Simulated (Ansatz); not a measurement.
## Response of Ge to small distortions

```xyz
2
Lattice="0.0000 2.8288 2.8288 2.8288 0.0000 2.8288 2.8288 2.8288 0.0000" Properties=species:S:1:pos:R:3 pbc="T T T"
Ge    2.8288    2.8288    2.8288
Ge    4.2432    4.2432    4.2432
```

Atoms are numbered in the order listed.

The cell is a measured one (Crystallography Open Database entry 9011050); the temperature and pressure of the measurement aren't taken into account, and nothing was relaxed.

Theory: DFT, LDA, all-electron LAPW, scalar-relativistic in Ansatz 0.2.0.

Numerical set-up: a Γ-centred 10×10×10 k mesh, Fermi–Dirac smearing of 0.05 eV, basis error target 0.25 meV/atom, no spin polarisation.

The unchanged cell is at -1.26 GPa.

In a metal, stresses and small energies carry noise from the k mesh.

x, y and z are the Cartesian axes of the cell as listed; fractional coordinates follow a strain, and an engineering shear is twice the off-diagonal strain component.

With this change (equal xy, yz and zx engineering shear strains of -2 %), what becomes of the energy and stress and forces?

Energy change +7 meV/atom; stress change (xx, yy, zz, yz, xz, xy) 0.15, 0.15, 0.15, 1.64, 1.64, 1.64 GPa, compression positive; change of the force on Ge1 (-0.185, -0.185, -0.185) eV/Å.

With this change (equal xy, yz and zx engineering shear strains of +1 %), what becomes of the energy and stress and forces?

Energy change +2 meV/atom; stress change (xx, yy, zz, yz, xz, xy) 0.04, 0.04, 0.04, -0.78, -0.78, -0.78 GPa, compression positive; change of the force on Ge1 (0.076, 0.076, 0.076) eV/Å.

With equal xy, yz and zx engineering shear strains of +3 %: energy change +14 meV/atom; stress change (xx, yy, zz, yz, xz, xy) 0.30, 0.30, 0.30, -2.24, -2.24, -2.24 GPa, compression positive; change of the force on Ge1 (0.202, 0.202, 0.202) eV/Å.

With this change (equal xy, yz and zx engineering shear strains of -3 %), what becomes of the energy and stress and forces?

Energy change +16 meV/atom; stress change (xx, yy, zz, yz, xz, xy) 0.33, 0.33, 0.33, 2.54, 2.54, 2.54 GPa, compression positive; change of the force on Ge2 (0.292, 0.292, 0.292) eV/Å.

With this change (equal xy, yz and zx engineering shear strains of -1 %), what becomes of the energy and stress and forces?

Energy change +2 meV/atom; stress change (xx, yy, zz, yz, xz, xy) 0.04, 0.04, 0.04, 0.80, 0.80, 0.80 GPa, compression positive; change of the force on Ge2 (0.087, 0.087, 0.087) eV/Å.

With this change (equal xy, yz and zx engineering shear strains of +2 %), what becomes of the energy and stress and forces?

Energy change +6 meV/atom; stress change (xx, yy, zz, yz, xz, xy) 0.14, 0.14, 0.14, -1.53, -1.53, -1.53 GPa, compression positive; change of the force on Ge1 (0.143, 0.143, 0.143) eV/Å.
